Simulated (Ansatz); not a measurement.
Sr$_{3}$Li$_{4}$Sb$_{4}$ in space group Immm (No. 71; Pearson symbol oI22) at seven volumes, LDA in the plane-wave PAW code Ansatz, shape and atoms relaxed at each. One row is withheld.

```json
[
 {"V (Å³/atom)": "21.940", "P (GPa)": "?"},
 {"V (Å³/atom)": "22.663", "P (GPa)": "2.82"},
 {"V (Å³/atom)": "23.386", "P (GPa)": "1.30"},
 {"V (Å³/atom)": "24.110", "P (GPa)": "0.00"},
 {"V (Å³/atom)": "24.833", "P (GPa)": "-1.11"},
 {"V (Å³/atom)": "25.556", "P (GPa)": "-2.06"},
 {"V (Å³/atom)": "26.280", "P (GPa)": "-2.87"}
]
```

### Question
Fit the shown pressures and predict the withheld one.

### Answer
P = (3/2)B₀(x^(7/2) − x^(5/2))[1 + (3/4)(B′ − 4)(x − 1)] with x = (V₀/V)^(2/3). Least squares on the six rows gives V₀ = 24.110 Å³/atom, B₀ = 40.0 GPa, B′ = 4.24. At V = 21.940, x = 1.0649 and P = 4.61 GPa. The run itself gave 4.60 GPa.

The workflow started from an entry of the Crystallography Open Database (COD). Its standing as an ambient phase is unchecked. Symmetry was held in the LDA relaxation; its stability against distortions is not shown here. Spin–orbit coupling is left out wherever it is not named.

Potentials: the later of the program's two PAW sets.
